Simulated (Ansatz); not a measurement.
CsBr (CsCl type)

```
CELL_PARAMETERS angstrom
      4.32437     0.00000     0.00000
      0.00000     4.32437     0.00000
      0.00000     0.00000     4.32437
ATOMIC_POSITIONS crystal
  Cs 0.00000 0.00000 0.00000
  Br 0.50000 0.50000 0.50000
```

Equation-of-state scan: isotropic scaling of the cell above, V₀ being its volume. Symmetry pins the atoms to their sites.

Calculation: r2SCAN (plane waves to 500 eV, PAW, scalar-relativistic; Ansatz, a first-principles code). k mesh 8×8×8 (Γ-centred), Fermi-Dirac smearing 0.05 eV. Energies are smeared free energies. Compression counts positive. CsBr was relaxed with its symmetry unable to fall. The zero of ΔE is the relaxed starting cell.

```json
[
 {"V (Å³/atom)": "33.964", "ΔE (meV/atom)": "70.8"},
 {"V (Å³/atom)": "35.258", "ΔE (meV/atom)": "41.9"},
 {"V (Å³/atom)": "36.552", "ΔE (meV/atom)": "withheld"},
 {"V (Å³/atom)": "37.845", "ΔE (meV/atom)": "9.0"},
 {"V (Å³/atom)": "39.139", "ΔE (meV/atom)": "2.1"},
 {"V (Å³/atom)": "40.433", "ΔE (meV/atom)": "0.0"},
 {"V (Å³/atom)": "41.727", "ΔE (meV/atom)": "1.9"},
 {"V (Å³/atom)": "43.021", "ΔE (meV/atom)": "7.1"},
 {"V (Å³/atom)": "44.315", "ΔE (meV/atom)": "15.0"},
 {"V (Å³/atom)": "45.609", "ΔE (meV/atom)": "25.0"},
 {"V (Å³/atom)": "46.903", "ΔE (meV/atom)": "36.8"}
]
```

Fit a third-order Birch-Murnaghan form (E₀, V₀, B₀, B₀′ free) to the given rows and predict ΔE at V = 36.552.

Least squares on the 10 given rows: ΔE = E₀ + (9V₀B₀/16)·y²·[2 + (B₀′ − 4)y], y = (V₀/V)^(2/3) − 1, with V₀ = 40.415 Å³/atom, B₀ = 15.39 GPa (160.2 GPa = 1 eV/Å³; the term in eV is multiplied by 1000), B₀′ = 5.19, E₀ = 0.01 meV/atom; root-mean-square residual 0.02 meV/atom. At 36.552 the fit gives 21.8 meV/atom; the calculation gives 21.8 meV/atom, the same to the digits shown. For the pressure the fit gives 2.01 GPa against the computed 2.01 GPa.

(Under strain, the slope of the energy per volume gives the stress and its curvature an elastic modulus.)
